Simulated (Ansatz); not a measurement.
Relaxed SiO₂ (rutile):

```
SiO2
1.0
    4.18475     0.00000     0.00000
    0.00000     4.18475     0.00000
    0.00000     0.00000     2.66845
Si O
2 4
Cartesian
  2.09238   2.09238   1.33422
  0.00000   0.00000   0.00000
  3.37334   3.37334   1.33422
  1.28096   2.90379   0.00000
  2.90379   1.28096   0.00000
  0.81142   0.81142   1.33422
```

Scan: atom 5 (O, nearest neighbour Si at 1.760 Å; its periodic images, 2.7 Å or more away, move with it) is displaced along Cartesian [110], direction (0.707, 0.707, 0.000) in Cartesian axes, by s. The other atoms stay.

Computed with r2SCAN (plane waves to 500 eV, PAW, scalar-relativistic; Ansatz, a program for electronic structure). k mesh 7×7×10 (Γ-centred), Fermi-Dirac smearing 0.05 eV. F∥ is the force on the atom along that direction. SiO2 was relaxed with its symmetry unable to fall. The PAW data are Ansatz's earlier set. 

```json
[
 {"s (Å)": "-0.350", "F∥ (eV/Å)": "4.683"},
 {"s (Å)": "-0.280", "F∥ (eV/Å)": "3.684"},
 {"s (Å)": "-0.210", "F∥ (eV/Å)": "2.725"},
 {"s (Å)": "-0.140", "F∥ (eV/Å)": "1.798"},
 {"s (Å)": "-0.070", "F∥ (eV/Å)": "0.893"},
 {"s (Å)": "0.000", "F∥ (eV/Å)": "0.000"},
 {"s (Å)": "0.070", "F∥ (eV/Å)": "-0.893"},
 {"s (Å)": "0.140", "F∥ (eV/Å)": "-1.798"},
 {"s (Å)": "0.210", "F∥ (eV/Å)": "-2.725"},
 {"s (Å)": "0.280", "F∥ (eV/Å)": "-3.684"},
 {"s (Å)": "0.350", "F∥ (eV/Å)": "-4.683"}
]
```

Problem. What is the force constant k = d²E/ds² of this move at s = 0?

Solution. 12.7 eV/Å². The forces along the line at the two nearest points give (0.893 − (-0.893)) / (2·0.070) = 12.76 eV/Å²; the next pair corrects for the finite step.

(A displaced cell: forces are minus the slopes of the energy, force constants its curvatures, and phonons follow from these.)
